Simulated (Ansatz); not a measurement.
Here is the system:

MgTl:
```yaml
crystal:
  lattice:
    - [3.62341, 0.00000, 0.00000]
    - [0.00000, 3.62341, 0.00000]
    - [0.00000, 0.00000, 3.62341]
  atoms:
    - { symbol: Mg, position: [0.00000, 0.00000, 0.00000] }
    - { symbol: Tl, position: [0.50000, 0.50000, 0.50000] }
```

This is the PBEsol-relaxed structure.

All from PBEsol (plane waves, PAW; program Ansatz), unless another level is named. Estimate the Hill bulk and shear moduli.

38.9 and 7.5 GPa.

What about the elastic constants (relaxed ions, GPa)?

C11 = 46.1, C12 = 35.3, C44 = 9.4.

Space group Pm-3m (CsCl type). The workflow started from an entry of the Crystallography Open Database (COD). Its standing as an ambient phase is unchecked. The PBEsol relaxation kept the symmetry of its start; of distortions, only those at the zone centre were tested. As this level gives no gap, shear constants depend on the k-mesh and smearing (Fermi–Dirac, 0.1 eV here). Scalar-relativistic: spin–orbit coupling is off unless named, which matters more the heavier the elements.

Potentials: the later of the program's two PAW sets.
